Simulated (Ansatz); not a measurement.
## CaB6-type LaB6

Computed with Ansatz (plane waves, PAW, 500 eV cutoff): r²SCAN, scalar-relativistic, no spin polarisation, Γ-centred 8×8×8 mesh, 0.05 eV Gaussian smearing; PAW files: Ansatz's generated set soft_2.

```xyz
7
Lattice="4.1523 0.0000 0.0000 0.0000 4.1523 0.0000 0.0000 0.0000 4.1523" Properties=species:S:1:pos:R:3 pbc="T T T"
La    0.0000    0.0000    0.0000
B     0.8308    2.0762    2.0762
B     3.3216    2.0762    2.0762
B     2.0762    2.0762    0.8308
B     2.0762    2.0762    3.3216
B     2.0762    0.8308    2.0762
B     2.0762    3.3216    2.0762
```

The start was a prototype's sites filled with these elements; the Crystallography Open Database holds the compound in this structure.

The cell is relaxed to zero pressure at this level.

Path: Γ–X–M–Γ–R–X | R–M, with Γ = (0.000, 0.000, 0.000), X = (0.000, 0.500, 0.000), M = (0.500, 0.500, 0.000), R = (0.500, 0.500, 0.500) in reciprocal vectors of the calculation's cell.

Levels between -5 and 3 eV from the Fermi level at the path's named points:
| point | below E_F (eV) | above E_F (eV) |
| --- | --- | --- |
| Γ | -1.97 -1.97 -1.97 | 0.27 0.27 0.27 1.66 1.66 2.05 2.22 2.22 2.22 |
| X | -3.69 -3.69 -3.38 -2.50 -1.57 | 1.66 1.67 1.67 2.13 2.13 2.30 2.38 2.38 2.52 2.63 |
| M | -4.70 -4.70 -3.06 -3.06 | 1.18 1.18 2.16 2.18 2.18 2.19 2.26 2.96 |
| R | -2.53 -2.53 -2.53 | 1.63 1.96 1.96 1.96 1.98 1.98 1.98 |

Q: By these bands, is it a metal or an insulator, and if it has a gap, where are the band edges on this path?

A: A metal: bands cross the Fermi level.

With 29 valence electrons in the calculation's cell and no magnetic order, the bands, two electrons each, can't all be full or empty: band theory demands a metal. (Only strong correlation, outside this picture, could make a Mott insulator of it.)

Spin–orbit coupling, which matters for such heavy elements, is left out. Spin polarisation wasn't tried.
